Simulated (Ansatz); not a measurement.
Ir:
```cif
data_Ir4
_chemical_formula_sum 'Ir4'
_space_group_name_H-M_alt 'Fm-3m'
_space_group_IT_number 225
_space_group_name_Hall '-F 4 2 3'
_cell_length_a 3.83523
_cell_length_b 3.83523
_cell_length_c 3.83523
_cell_angle_alpha 90.000
_cell_angle_beta 90.000
_cell_angle_gamma 90.000
loop_
_atom_site_label
_atom_site_type_symbol
_atom_site_symmetry_multiplicity
_atom_site_Wyckoff_symbol
_atom_site_fract_x
_atom_site_fract_y
_atom_site_fract_z
_atom_site_occupancy
Ir1 Ir 4 a 0.00000 0.00000 0.00000 1
```
(The calculation used a cell of 1 atom; values per cell refer to that cell.)

This is the r²SCAN+D4-relaxed structure.

All from plane-wave PAW r²SCAN+D4 (Ansatz code), unless another level is named. Predict the Hill bulk and shear moduli.

387 and 246 GPa.

And the elastic constants (relaxed ions, GPa)?

C11 = 649, C12 = 256, C44 = 285.

The r²SCAN+D4 relaxation kept the symmetry of its start. The run is not spin-polarised. The pairwise dispersion correction was not fitted to metals. As this level gives no gap, shear constants depend on the k-mesh and smearing (Fermi–Dirac, 0.1 eV here). Scalar-relativistic: spin–orbit coupling is off unless named, which matters more the heavier the elements.

Potentials: the later of the program's two PAW sets.
